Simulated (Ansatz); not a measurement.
Ansatz (a quantum-chemistry and plane-wave program) input:

Ansatz 0.2 input:
```yaml
crystal:
  lattice:
    - [0.0, 2.8010056368, 2.8010056368]
    - [2.8010056368, 0.0, 2.8010056368]
    - [2.8010056368, 2.8010056368, 0.0]
  atoms:
    - { symbol: Na, position: [0.0, 0.0, 0.0] }
    - { symbol: Cl, position: [0.5, 0.5, 0.5] }
kpoints:
  mp_grid: { grid: [8, 8, 8] }
hamiltonian:
  xc: pbesol
  pseudopotentials: { kind: paw }
scf:
  occupations: { method: fixed }
phonons:
  method: dfpt
  response_accuracy: low
  qmesh: [4, 4, 4]
  interpolated_qmesh: [17, 17, 17]
  dielectric: true
  rigid_motions: translations
  temperatures: { t_max: 1000, t_step: 50 }
  qpath:
    path:
      - [[0.0, 0.0, 0.0], [0.5, 0.0, 0.5], [0.625, 0.25, 0.625]]  # Γ-X-U
      - [[0.375, 0.375, 0.75], [0.0, 0.0, 0.0], [0.5, 0.5, 0.5], [0.5, 0.25, 0.75], [0.5, 0.0, 0.5]]  # K-Γ-L-W-X
    npoints: 13
```

Output (shortened):

```
Pseudopotential: Na, paw, valence charge 9
Pseudopotential: Cl, paw, valence charge 7
Functional definition: PBEsol
Crystal: 2 atoms, lattice volume = 43.951 Å³
Basis set: ecut = 420 eV, 869 PW (Γ), exchange–correlation on 54×54×54 points (8 copies of the dense FFT grid, shifted against one another)
Bands: 12, of which v1, the nominal top of the filled ones, is band 8 counted from 1 (7 counted from 0)
Symmetry: 48 space group operations
k-points: 59 of 512 (irreducible under 8 space group operations, time reversal used)
SCF iter   1: F=—  HF=-2540.289545 eV  |F-HF|=—  |Δ(HF+E_count)|=         —  Δρ=2.85e-3  dr2=3.84e-3  ethr=1.77e-3  ⟨swp⟩=4.9  Hψ=3591  notcnv=0  defer=97
preconditioner: auto → none
SCF iter   2: F=—  HF=-2540.286867 eV  |F-HF|=—  |Δ(HF+E_count)|=   2.68e-3  Δρ=1.26e-3  dr2=8.91e-4  ethr=2.40e-5  ⟨swp⟩=2.8  Hψ=1714  notcnv=0  defer=114
SCF iter   3: F=—  HF=-2540.286821 eV  |F-HF|=—  |Δ(HF+E_count)|=   4.53e-5  Δρ=8.51e-4  dr2=4.49e-4  ethr=5.57e-6  ⟨swp⟩=2.0  Hψ=1066  notcnv=0  defer=114
SCF iter   4: F=—  HF=-2540.286665 eV  |F-HF|=—  |Δ(HF+E_count)|=   1.56e-4  Δρ=2.01e-4  dr2=1.95e-5  ethr=2.80e-6  ⟨swp⟩=2.0  Hψ=965  notcnv=0  defer=114
SCF iter   5: F=—  HF=-2540.286658 eV  |F-HF|=—  |Δ(HF+E_count)|=   6.67e-6  Δρ=4.67e-5  dr2=1.73e-6  ethr=1.22e-7  ⟨swp⟩=2.0  Hψ=944  notcnv=0
SCF iter   6: F=—  HF=-2540.286662 eV  |F-HF|=—  |Δ(HF+E_count)|=   3.15e-6  Δρ=1.46e-5  dr2=1.69e-7  ethr=1.08e-8  ⟨swp⟩=2.0  Hψ=860  notcnv=0
SCF iter   7: F=—  HF=-2540.286662 eV  |F-HF|=—  |Δ(HF+E_count)|=   3.46e-8  Δρ=2.71e-6  dr2=5.90e-9  ethr=1.06e-9  ⟨swp⟩=2.0  Hψ=933  notcnv=0
SCF iter   8: F=-2540.286662 eV  HF=-2540.286662 eV  |F-HF|=5.46e-11  |Δ(HF+E_count)|=   1.33e-9  Δρ=3.27e-7  dr2=8.38e-11  ethr=1.00e-12  ⟨swp⟩=6.0  Hψ=4274  notcnv=0
SCF 1 converged in 8 iterations: F = -2540.286662 eV  dr2 = 8.38e-11
DFPT response loops at Γ: preconditioner auto → none (the input reference at scf.mixing.eps_inf says where Resta's filter doesn't serve); β = 0.50 …
NSCF: frozen V_eff on 29 k-points
NSCF: frozen V_eff on 576 k-points
DFPT response loops at q = (0, 0, 0.25) (fractional): mixed as the last ones told, above
NSCF: frozen V_eff on 300 k-points
DFPT response loops at q = (0, 0, -0.5) (fractional): mixed as the last ones told, above
NSCF: frozen V_eff on 328 k-points
DFPT response loops at q = (0, 0.25, 0.25) (fractional): mixed as the last ones told, above
NSCF: frozen V_eff on 1024 k-points
DFPT response loops at q = (0, 0.25, -0.5) (fractional): mixed as the last ones told, above
NSCF: frozen V_eff on 576 k-points
DFPT response loops at q = (0, 0.25, -0.25) (fractional): mixed as the last ones told, above
NSCF: frozen V_eff on 190 k-points
DFPT response loops at q = (0, -0.5, -0.5) (fractional): mixed as the last ones told, above
NSCF: frozen V_eff on 328 k-points
DFPT response loops at q = (0.25, -0.5, -0.25) (fractional): mixed as the last ones told, above
SCF converged after 8 iterations
Free energy (F): -2540.286662 eV
Harris-Foulkes:  -2540.286662 eV  (|F-HF|=5.46e-11)
Internal energy: -2540.286662 eV  (E = F + TS)
E sigma→0 (E₀):  -2540.286662 eV
Fermi energy:    1.203239 eV
--- Per-component energies (eV) ---
  E_band       = -231.452321
  E_kinetic    = 282.626826
  E_local      = -1519.389006  (includes V_loc(G=0)·N_el)
  E_nonlocal   = 144.823164
  E_hartree    = 534.346426
  E_xc         = -145.002067
  E_vxc        = -171.859219  (∫ρ·V_xc dr)
  E_paw        = -895.323254  (= ΣΔE_a)
  E_vpaw       = -36.347118  (= ΣTr[D̂ρ^β])
  E_aug_tail   = 0.000080  (compensation charges beyond the density's cutoff)
  E_ewald      = -942.501956
  E_core_change = 0.133126  (= ΣΔE_core)
  E_smearing   =  0.000000  (= −TS)
  E_closure    = 0.000000  (closes the sum)
  Σ components = -2540.286662   (vs F -2540.286662, Δ=0.00e0)
  [band-id]    e_kinetic+e_local+e_nonlocal+2·e_hartree+e_vxc+e_vpaw+e_augmentation_tail = -231.452421   (vs E_band -231.452321, Δ=-1.00e-4)
--- Band table (eV; the first three rows and the last of 59) ---
  k-point 0: bands = ["-47.3383", "-19.4168", "-19.4168", "-19.4168", "-11.4847", "1.2032", "1.2032", "1.2032", "6.2138", "12.1174", "12.1174", "12.1174"]
  k-point 1: bands = ["-47.3382", "-19.4218", "-19.4172", "-19.4172", "-11.4342", "0.8107", "1.1598", "1.1598", "6.7258", "11.5798", "12.3136", "12.3136"]
  k-point 2: bands = ["-47.3378", "-19.4338", "-19.4180", "-19.4180", "-11.3085", "0.0427", "1.0585", "1.0585", "7.7000", "11.0608", "12.4217", "12.4217"]
  k-point 58: bands = ["-47.3371", "-19.4328", "-19.4328", "-19.4285", "-11.0524", "-0.0554", "-0.0554", "0.4075", "9.9988", "10.7468", "10.7468", "12.4763"]
--- Phonons (Γ-DFPT): 2 representative perturbations + reference, on 59 of 512 k-points (Σ response iterations 6) ---
  ASR residual: 3.960e-4 → 0.000e0 eV/Å²; symmetrization residual: 2.998e-5 eV/Å²
  ASR residual per site (eV/Å²): 6.53e-5 3.96e-4
  Γ frequencies (cm⁻¹): 0.00 0.00 0.00 166.36 166.36 166.36
  ε∞ (high-frequency dielectric tensor):
        2.566178     0.000000     0.000000
        0.000000     2.566178     0.000000
        0.000000     0.000000     2.566178
  ε⁰ (static dielectric tensor: ions relaxed, cell fixed):
        6.024122     0.000000     0.000000
        0.000000     6.024122     0.000000
        0.000000     0.000000     6.024122
  ε⁰ − ε∞ (ionic part):
        3.457944     0.000000     0.000000
        0.000000     3.457944     0.000000
        0.000000     0.000000     3.457944
  softest optical mode at Γ: 166.36 cm⁻¹; the repairs (sum rule, projections) moved no ω² at Γ by more than (2.27 cm⁻¹)²
  Born effective charges Z* (e; rows j = field, columns β = displacement):
    site 0:
         1.09182    0.00000    0.00000
         0.00000    1.09182    0.00000
         0.00000    0.00000    1.09182
    site 1:
        -1.09182    0.00000    0.00000
         0.00000   -1.09182    0.00000
         0.00000    0.00000   -1.09182
  Z* charge neutrality: 1.893e-5 e pre-enforcement
  k-mesh period / interband length: 31.7 Å / 1.31 Å = 24.15 at k = (0.0000, 0.0000, 0.0000), direct gap 5.011 eV — 14 or more, which is no proof of convergence
  optical modes at Γ without the LO–TO term, one row a degenerate level:
      ω (cm⁻¹)  modes    IR ((D/Å)²/amu)
        166.36      3             5.9162
  optical modes at Γ + LO–TO along q̂ = [1.0000, 0.0000, 0.0000]:
      ω (cm⁻¹)  modes    IR ((D/Å)²/amu)
        166.36      2             3.9441
        254.89      1             1.9721
  optical modes at Γ + LO–TO along q̂ = [0.0000, 1.0000, 0.0000]:
      ω (cm⁻¹)  modes    IR ((D/Å)²/amu)
        166.36      2             3.9441
        254.89      1             1.9721
  optical modes at Γ + LO–TO along q̂ = [0.0000, 0.0000, 1.0000]:
      ω (cm⁻¹)  modes    IR ((D/Å)²/amu)
        166.36      2             3.9441
        254.89      1             1.9721
  non-analytic LO–TO correction: the dipole-dipole term of the run's Born effective charges and high-frequency dielectric tensor (where they are solved with …
--- Phonons (arbitrary-q DFPT): 8 irreducible q on the 4×4×4 mesh ---
  q = [0.0000, 0.0000, 0.0000] (star 1, of the zone-centre solve; hermiticity 4.22e-5, symmetrization 1.15e-13):  0.00  0.00 0.00 166.36 166.36 166.36
  q = [0.0000, 0.0000, 0.2500] (star 8, 2 solved perturbations on 288 of 512 k-point pairs; hermiticity 4.39e-6, symmetrization 1.65e-12): 70.70 70.70 106.98 157.58 157.58 242.82
  q = [0.0000, 0.0000, -0.5000] (star 4, 2 solved perturbations on 150 of 512 k-point pairs; hermiticity 1.11e-13, symmetrization 6.52e-13): 115.09 115.09 136.60 136.60 171.24 216.26
  q = [0.0000, 0.2500, 0.2500] (star 6, 4 solved perturbations in 528 linear systems a pass and spin channel, the states on 164 of 512 k-point pairs; hermiticity 2.50e-5, symmetrization 8.13e-13): 59.99 59.99 132.18 170.58 170.58 204.44
  q = [0.0000, 0.2500, -0.5000] (star 24, 4 solved perturbations in 1600 linear systems a pass and spin channel, the states on 512 of 512 k-point pairs; hermiticity 2.09e-5, symmetrization 2.56e-13): 93.59 120.66 135.00 160.69 172.99 189.57
  q = [0.0000, 0.2500, -0.2500] (star 12, 4 solved perturbations in 904 linear systems a pass and spin channel, the states on 288 of 512 k-point pairs; hermiticity 2.81e-5, symmetrization 7.63e-13): 93.73 114.78 136.52 149.85 175.40 201.72
  q = [0.0000, -0.5000, -0.5000] (star 3, 4 solved perturbations in 308 linear systems a pass and spin channel, the states on 95 of 512 k-point pairs; hermiticity 2.13e-5, symmetrization 4.55e-13): 81.20 81.20 135.73 174.71 174.71 185.44
  q = [0.2500, -0.5000, -0.2500] (star 6, 4 solved perturbations in 502 linear systems a pass and spin channel, the states on 164 of 512 k-point pairs; hermiticity 2.48e-5, symmetrization 4.43e-13): 114.49 114.49 134.98 155.36 180.12 180.12
  sum rule: each row above includes the acoustic sum rule's correction from the zone centre's row sums; it moved no ω² by more than (1.74 cm⁻¹)²
  mesh force constants: q→R imaginary residual 3.81e-18; ASR residual 3.960e-4 → 0.000e0 eV/Å²; symmetrization residual 2.665e-15 eV/Å²
  interpolated dispersion: 81 rows × 6 modes
  density of states and harmonic sums: on the 17×17×17 q-mesh, interpolated from the force constants of a 4×4×4 supercell (with the dipole–dipole term)
  largest difference from the sums on the solved wave vectors: F 1.23e-2 eV, S 1.63e-5 and C_V 3.98e-6 eV/K
  zero-point energy: 0.052927 eV/cell   skipped modes (ω ≤ 0): 3   left out of the sums: 1.02e-4 of the cell's modes …
```

Cost: about 4 core-minutes (a rough figure) on shared cores.

Space group Fm-3m (rock salt). The PBEsol relaxation kept the symmetry of its start.

Potentials: the later of the program's two PAW sets.

Ansatz is a plane-wave DFT program.
